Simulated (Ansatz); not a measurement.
A distorted cell of Ta (bcc, W type):

```xyz
1
Lattice="-1.6244 1.6244 1.6244 1.6244 -1.6244 1.6244 1.6244 1.6244 -1.6244" Properties=species:S:1:pos:R:3 pbc="T T T"
Ta     0.0000     0.0000     0.0000
```

Level of theory: r2SCAN (plane waves to 500 eV, PAW, scalar-relativistic; Ansatz, a quantum-chemistry and plane-wave program). k mesh 21×21×21 (Γ-centred), Fermi-Dirac smearing 0.05 eV. Energies are smeared free energies. Compression counts positive. Spin-orbit coupling is left out, though Ta is heavy. Ta is run without spin polarisation. Ta was relaxed with its symmetry unable to fall.

Task: What is the stress tensor (GPa)?

Result: 
```
   11.3      0.0      0.0
    0.0     11.3      0.0
    0.0      0.0     11.3
```
The pressure, a third of the trace, is 11.3 GPa.

Task: It is the relaxed cell scaled evenly to V/V₀ = 0.950, atoms relaxed where free. What is its energy relative to the relaxed cell?

Result: 31 meV/atom.

(Under strain, the slope of the energy per volume gives the stress and its curvature an elastic modulus.)
